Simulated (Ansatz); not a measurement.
Here is the system:

Tl2Pd3Se2:
```
CELL_PARAMETERS angstrom
      2.92502     1.68876     5.02487
     -2.92502     1.68876     5.02487
      0.00000    -3.37752     5.02487
ATOMIC_POSITIONS crystal
  Tl 0.00000 0.00000 0.00000
  Tl 0.50000 0.50000 0.50000
  Pd 0.50000 0.50000 0.00000
  Pd 0.00000 0.50000 0.50000
  Pd 0.50000 0.00000 0.50000
  Se 0.21450 0.21450 0.21450
  Se 0.78550 0.78550 0.78550
```

This is the r²SCAN-relaxed structure.

Q: All from plane-wave PAW r²SCAN (Ansatz code), unless another level is named. Predict the electronic character.

A: metallic (no gap).

Q: Next, the formation energy from the elements (no fitted shifts)?

A: -0.40 eV/atom.

Q: And the density of states at the Fermi level?

A: 0.48 states/eV per atom (mean over ±0.08 eV).

Space group R-3m. The first step of the workflow began from a Materials Project structure, measured or hypothetical; the Crystallography Open Database copy checked does not list it. Whether it is the stable phase at ambient conditions was not checked. Symmetry was held in the r²SCAN relaxation; its stability against distortions is not shown here. No spin polarisation was allowed. The references are the lowest solids computed at this level, not always the standard phases. Scalar-relativistic: spin–orbit coupling is off unless named, which matters more the heavier the elements.

Potentials: the later of the program's two PAW sets.
